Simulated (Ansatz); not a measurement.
Relaxed-ion elastic tensor of RuW in space group P-6m2 (No. 187; Ru on 1b, W on 1e) in GPa (Voigt order), the program Ansatz at the LDA level (PAW); density 16.57 g/cm³, 14.27 Å³ per atom.

|  | 1 | 2 | 3 | 4 | 5 | 6 |
|---|---|---|---|---|---|---|
| 1 | 517 | 290 | 200 | 0.0 | 0.0 | 0.0 |
| 2 | 290 | 517 | 200 | 0.0 | 0.0 | 0.0 |
| 3 | 200 | 200 | 647 | 0.0 | 0.0 | 0.0 |
| 4 | 0.0 | 0.0 | 0.0 | 126 | 0.0 | 0.0 |
| 5 | 0.0 | 0.0 | 0.0 | 0.0 | 126 | 0.0 |
| 6 | 0.0 | 0.0 | 0.0 | 0.0 | 0.0 | 114 |

Q: Is the crystal mechanically stable?

A: Yes: the smallest eigenvalue of C is 114 GPa.

Q: Work out the Voigt, Reuss and Hill averages.

A: K_V = 340, K_R = 340, K_H = 340; G_V = 139, G_R = 132, G_H = 136 GPa.

Q: Give Young's modulus, Poisson's ratio, Pugh's ratio and the universal anisotropy index.

A: E = 9KG/(3K + G) = 359 GPa; ν = 0.32; K/G = 2.51 (ductile by the Pugh limit of 1.75); A_U = 5G_V/G_R + K_V/K_R − 6 = 0.30.

Q: Estimate the sound speeds and the Debye temperature.

A: v_l = √((K + 4G/3)/ρ) = 5600 m/s, v_t = √(G/ρ) = 2860 m/s, mean 3200 m/s; Θ = (h/k)(3n/4πV)^(1/3) v_m = 393 K.

Q: Solve the Christoffel equation for the three sound speeds along x, y, z.

A: Eigenvalues of C_ijkl n_j n_l equal ρv². In km/s, slowest first: x 2.62, 2.76, 5.59; y 2.62, 2.76, 5.59; z 2.76, 2.76, 6.25.

Q: How much does each axis shrink under pressure?

A: Linear compressibilities β_i = Σ_j S_ij (j = 1 to 3): x 1.0, y 1.0, z 0.92 per TPa.

The first step of the workflow began from a Materials Project structure, measured or hypothetical; the Crystallography Open Database copy checked does not list it. With Ru and W taken as one species the cell has the higher symmetry P6_3/mmc, so it may be an ordered model of a mixed-site phase. Whether it is the stable phase at ambient conditions was not checked. Symmetry was held in the LDA relaxation; whether a distortion lowers the energy is not shown. The run is not spin-polarised. As this level gives no gap, shear constants depend on the k-mesh and smearing (Fermi–Dirac, 0.1 eV here). Spin–orbit coupling is left out wherever it is not named.

Potentials: the later of the program's two PAW sets.
